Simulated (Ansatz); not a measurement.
A sound run on VOs (P-6m2), volume scaled by 0.96 (DFT, r2SCAN, PAW with Ansatz's default frozen-core files, scalar-relativistic in Ansatz):

```yaml
crystal:
  lattice:
    - [2.7260640222, 0.0, 0.0]
    - [-1.3630320111, 2.3608406956, 0.0]
    - [0.0, 0.0, 4.2004731212]
  atoms:
    - { symbol: V, position: [0.6666666667, 0.3333333333, 0.0], spin: 2.0 }
    - { symbol: Os, position: [0.0, 0.0, 0.5] }
magnetization:
  spin_polarized: true
kpoints:
  mp_grid: { grid: [12, 12, 7] }
scf:
  occupations: { method: fermi_dirac, width: 0.08 }
  lower_state_search: "off"
hamiltonian:
  xc: r2scan
  pseudopotentials: { kind: paw }
output:
  forces: true
  stress: true
  eigenvalues: true
  populations: true
  write_density: true
  write_potential: true
  elf: true
  volumetric_format: npy
```

It converged in 19 iterations. Site moments (μB): V1 1.12, Os2 -0.11. Cell moment 1.25 μB. Pressure 8.76 GPa.

The input is then changed, output keys apart:

```diff
+  max_iter: 80
-  xc: r2scan
+  xc: b3-lyp
```

What does the program do with it?

The program refused the input. The fault put in on purpose is an unknown functional; the log may name another complaint first.
```
Error: YAML parse error: error: line 18 column 7: hamiltonian.xc: unknown variant `b3-lyp`, expected one of `lda`, `lda-pw`, `pw92`, `pbe`, `pbesol`, `rpbe`, `revpbe`, `blyp`, `pbe0`, `revpbe0`, `b3lyp`, `b3lyp5`, `hse06`, `wpbeh`, `hiss`, `lc_wpbe`, `cam_b3lyp`, `hf`, `r2scan`, `r2scanh`, `r2scan0`, `r2scan50`, `mr2scan`
  --> <input>:18:7
   |
16 |   max_iter: 80
17 | hamiltonian:
18 |   xc: b3-lyp
   |       ^ hamiltonian.xc: unknown variant `b3-lyp`, expected one of `lda`, `lda-pw`, `pw92`, `pbe`, `pbesol`, `rpbe`, `revpbe`, `blyp`, `pbe0`, `revpbe0`, `b3lyp`, `b3lyp5`, `hse06`, `wpbeh`, `hiss`, `lc_wpbe`, `cam_b3lyp`, `hf`, `r2scan`, `r2scanh`, `r2scan0`, `r2scan50`, `mr2scan`
19 |   pseudopotentials: { kind: paw }
20 | output:
   |
```
